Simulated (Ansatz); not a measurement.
CsGeI3 in space group R3m (No. 160; Cs on 3a, Ge on 3a, I on 9b) at seven volumes, r²SCAN (plane waves, PAW; program Ansatz), shape and atoms relaxed at each. One row is withheld.

```csv
V (Å³/atom),P (GPa)
40.250,1.24
41.576,0.72
42.903,0.33
44.230,0.00
45.557,?
46.884,-0.46
48.211,-0.60
```

### Question
Fit the shown pressures and predict the withheld one.

### Answer
P = (3/2)B₀(x^(7/2) − x^(5/2))[1 + (3/4)(B′ − 4)(x − 1)] with x = (V₀/V)^(2/3). Least squares on the six rows gives V₀ = 44.228 Å³/atom, B₀ = 9.5 GPa, B′ = 6.96. At V = 45.557, x = 0.9805 and P = -0.25 GPa. The run itself gave -0.26 GPa.

The workflow started from a Materials Project entry (that database holds measured and hypothetical structures alike); the Crystallography Open Database files this formula in space group No. 160, but the cells were not matched. Whether it is the stable phase at ambient conditions was not checked. The r²SCAN relaxation kept the symmetry of its start; of distortions, only those at the zone centre were tested. Scalar-relativistic: spin–orbit coupling is off unless named, which matters more the heavier the elements.

Potentials: the later of the program's two PAW sets.
